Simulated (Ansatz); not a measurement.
Problem. Each is relaxed and computed with plane-wave PAW PBEsol (Ansatz code). Which is the only metal?
A. MgO, CsCl type
B. B4C, R-3m (B on 18h, B on 18h, C on 6c, C on 3b)
C. AlBN2, P3m1 (B on 1b, N on 1b, Al on 1c, N on 1c)
D. BRu, CsCl type

Solution. D, BRu, CsCl type. BRu: metal; AlBN2: gap 4.04 eV (indirect); B4C: gap 1.46 eV (indirect); MgO: gap 2.47 eV (indirect). Constructed cells (a structure type filled with these elements, in neither database checked): BRu, CsCl type. Typed or built starts, not in the databases checked: AlBN2, P3m1 (B on 1b, N on 1b, Al on 1c, N on 1c). Not the usual ambient phase: MgO, CsCl type. Standing as an ambient phase not checked: B4C, R-3m (B on 18h, B on 18h, C on 6c, C on 3b). Unstable at this level: MgO, CsCl type. All cells were relaxed under the symmetry of their starts (and spin orders); stability against distortions was not tested throughout. Named crystals with no word on spin ran without spin polarisation. Spin–orbit coupling is left out wherever it is not named.

Potentials: the earlier of the program's two PAW sets. The files were generated under PBE; for other functionals the program regenerates the frozen cores, and for LDA and PBEsol the local potential too.
